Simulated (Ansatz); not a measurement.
Al:
```
Al
1.0
    0.00000     1.99091     1.99091
    1.99091     0.00000     1.99091
    1.99091     1.99091     0.00000
Al
1
Cartesian
  0.00000   0.00000   0.00000
```

Relaxed with PBE+D3(BJ). Special points in fractions of this cell's reciprocal vectors: Γ (0.000, 0.000, 0.000); X (0.500, 0.000, 0.500); U (0.625, 0.250, 0.625); K (0.375, 0.375, 0.750); L (0.500, 0.500, 0.500); W (0.500, 0.250, 0.750).

Problem. List the band energies nearest the Fermi level at these points for PBE+D3(BJ) in the plane-wave PAW code Ansatz.

Solution. In eV from the Fermi level; about four levels below and three above (degenerate sets whole), none deeper than 8.9 eV; … stands for higher levels left out; points with the same levels are listed once.

| k | below | above |
|---|---|---|
| Γ | – | … |
| X | -3.02 -1.61 | 5.24 … |
| U | -1.96 -1.44 -0.31 | … |
| L | -4.76 -4.43 | … |
| W | -0.89 -0.89 | 0.09 … |

Space group Fm-3m (fcc (Cu type)). The PBE+D3(BJ) relaxation kept the symmetry of its start. The pairwise dispersion correction was not fitted to metals.

Potentials: the earlier of the program's two PAW sets.
